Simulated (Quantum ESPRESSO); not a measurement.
**Kohn-Sham bands of Na₂H₆Pt (Fm-3m)**

```
Na2H6Pt
1.0
    0.00000     3.62932     3.62932
    3.62932     0.00000     3.62932
    3.62932     3.62932     0.00000
Na H Pt
2 6 1
Direct
  0.75000   0.75000   0.75000
  0.25000   0.25000   0.25000
  0.77446   0.77446   0.22554
  0.22554   0.22554   0.77446
  0.22554   0.77446   0.77446
  0.77446   0.22554   0.22554
  0.77446   0.22554   0.77446
  0.22554   0.77446   0.22554
  0.00000   0.00000   0.00000
```

Structure: Materials Project mp-690785, symmetrised, not relaxed again. Not found in the COD (Crystallography Open Database) copy used; not checked further. Computed values, not measurements, from PBEsol: Quantum ESPRESSO (norm-conserving PseudoDojo potentials, cutoff 71 Ry, spinors with spin-orbit coupling) on a Γ-centred 4×4×4 mesh, then Wannier90. Density: 8×8×8 mesh, cold smearing 0.01 Ry.

Energies are relative to the valence-band maximum; weights are on the orthonormalised atomic waves of the pseudopotential files, averaged over the group. 42 electrons a cell are treated as valence.

```
bands  from (eV)  to (eV)  filling  weight on atomic waves
-----  ---------  -------  -------  ----------------------
1–2       -97.17   -97.17   filled                       ?
3–4       -62.46   -62.46   filled                       ?
5–8       -49.31   -49.31   filled                       ?
9–12      -47.44   -47.44   filled                       ?
13–24     -21.53   -21.33   filled                       ?
25–30      -6.31    -4.62   filled                       ?
31–42      -2.66     0.00   filled                       ?
```

Q: Which atomic shells make up each group?

A: 
- 1–2, weight on atomic waves: Pt 5s 96 %
- 3–4, weight on atomic waves: Pt 5p 99 %
- 5–8, weight on atomic waves: Na 2s 99 %
- 9–12, weight on atomic waves: Pt 5p 99 %
- 13–24, weight on atomic waves: Na 2p 100 %
- 25–30, weight on atomic waves: Pt 5d 48 %, H 1s 36 %, Pt 6s 12 %
- 31–42, weight on atomic waves: Pt 5d 49 %, H 1s 45 %, Na 3s 4 %

The Kohn-Sham gap over both meshes and the path is 3.28 eV.
